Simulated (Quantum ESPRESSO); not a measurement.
**Na2S (changed cell): magnetic shieldings**

```yaml
crystal:
  lattice:
    - [0.00000, 3.23291, 3.28165]
    - [3.23291, 0.00000, 3.28165]
    - [3.23291, 3.23291, 0.00000]
  atoms:
    - { symbol: Na, position: [0.25000, 0.25000, 0.25000] }
    - { symbol: Na, position: [0.75000, 0.75000, 0.75000] }
    - { symbol: S, position: [0.00000, 0.00000, 0.00000] }
```
The cell was made here from a computed Materials Project entry: strained by +1 % along the cube axis and by -0.5 % across it, atoms relaxed (PBE without dispersion, pw.x of a modified build of Quantum ESPRESSO, symmetry kept). The parent is Na2S in Fm-3m; whether this form has been observed was not checked. Stability against distortions was not tested.

These are absolute shieldings with no macroscopic susceptibility term; δ = σ_ref − σ needs a reference computed alike. By our sweeps, such settings leave a few ppm in absolute σ. The datasets of Na, S hold no d projectors, which limits absolute σ on these atoms.

Ω = σ33 − σ11 of the symmetric part; where symmetry doesn't make it nil, it is less certain than σ_iso.

Problem. What do the calculations give at each independent site (shieldings by PBE GIPAW on JTH datasets (Quantum ESPRESSO), 30 Ha, k-mesh 5×5×5 shifted, f-sum rule met within 0.006 %)?

Solution. 
| site | site symmetry | σ_iso (ppm) | span Ω (ppm) |
|---|---|---|---|
| Na (atoms 1, 2) | -4m2 | 493 | 0 |
| S (atom 3) | 4/mmm | 780 | 4 |
